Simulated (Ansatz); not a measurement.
# Computed properties of CrB$_{4}$

CrB₄:
```
CrB4
1.0
    4.70415     0.00000     0.00000
    0.00000     5.44493     0.00000
    0.00000     0.00000     2.84670
Cr B
2 8
Direct
  0.50000   0.50000   0.50000
  0.00000   0.00000   0.00000
  0.66321   0.86840   0.50000
  0.33679   0.13160   0.50000
  0.16321   0.63160   0.00000
  0.83679   0.36840   0.00000
  0.72573   0.18041   0.50000
  0.27427   0.81959   0.50000
  0.22573   0.31959   0.00000
  0.77427   0.68041   0.00000
```

Space group Pnnm (No. 58); conventional cell a = 4.704 Å, b = 5.445 Å, c = 2.847 Å, α = 90.00°, β = 90.00°, γ = 90.00°.

Method: r²SCAN in the plane-wave PAW code Ansatz. Structure relaxed to zero pressure with the same functional. Other levels are named where they apply.

Cell and energy:

```json
{
 "volume_per_atom": "7.29 Å³",
 "density": "4.34 g/cm³",
 "Formation energy from the elements (no fitted shifts)": "-0.27 eV/atom"
}
```

Electronic structure:

```json
{
  "electronic_character": "metallic (no gap)",
  "Density of states at the Fermi level": "0.07 states/eV per atom (mean over ±0.08 eV)"
}
```

Mechanics:

```json
{
 "Bulk modulus (Birch–Murnaghan fit)": "273 GPa",
 "Pressure derivative B′": "4.2",
 "Elastic constants (relaxed ions, GPa)": "C11 = 588, C22 = 932, C33 = 514, C12 = 71.1, C13 = 106, C23 = 97.9, C44 = 270, C55 = 296, C66 = 272",
 "mechanical_stability": "stable (all eigenvalues of C positive)",
 "hill_bulk_and_shear_moduli": "280 and 280 GPa",
 "Young's modulus": "630 GPa",
 "Poisson's ratio": "0.13",
 "debye_temperature_from_the_elastic_constants": "1350 K"
}
```

Phonons:

```json
{
 "highest_zone_centre_frequency": "948 cm⁻¹",
 "zone_centre_stability": "no imaginary mode at Γ"
}
```

Charges:

```json
{
 "bader_charges": "Cr +0.97, B -0.35 to -0.13 e"
}
```

The workflow started from a Materials Project entry (that database holds measured and hypothetical structures alike); the Crystallography Open Database copy checked does not list it. COD files the formula under space group No. 71. Whether it is the stable phase at ambient conditions was not checked. The r²SCAN relaxation kept the symmetry of its start. The run is not spin-polarised. As this level gives no gap, shear constants depend on the k-mesh and smearing (Fermi–Dirac, 0.1 eV here). As this level gives no gap, phonon frequencies hold no LO–TO term and depend on the k-mesh and smearing (Fermi–Dirac, 0.1 eV here). The references are the lowest solids computed at this level, not always the standard phases.

Potentials: the later of the program's two PAW sets.
